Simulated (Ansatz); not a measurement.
Cell and atoms are relaxed with the symmetry kept. Start:

```
Mn Pt
1.0
     2.83000    0.00000    0.00000
     0.00000    2.83000    0.00000
     0.00000    0.00000    3.66000
Mn Pt
1 1
Direct
  0.00000 0.00000 0.00000
  0.50000 0.50000 0.50000
```

Computed with Ansatz 0.2.0, DFT r2SCAN, scalar-relativistic, plane waves, PAW.

Plane waves to 500 eV, a k mesh through Γ of 14×14×12 on the computed 2-atom cell and Gaussian smearing (0.10 eV); collinear spin from starting moments 4.47 0.43 μB.

Question: What does it relax to?

Answer: The volume increases by 0.31 Å³/atom to 14.97 Å³/atom, and the energy falls by 28.5 meV/atom. The cell ends with a moment of 4.49 μB (only this magnetic start was tried). Final structure:
Space group P4/mmm (No. 123). a = 2.935 Å, b = 2.935 Å, c = 3.475 Å, α = 90.00°, β = 90.00°, γ = 90.00°
```
atom site symmetry x y z
  Mn    1a     4/mmm  0.0000  0.0000  0.0000
  Pt    1d     4/mmm  0.5000  0.5000  0.5000
```

The state reached may not be the lowest one. Spin-orbit coupling is left out, which matters for the bands of heavy elements. Only parallel moments were tried here.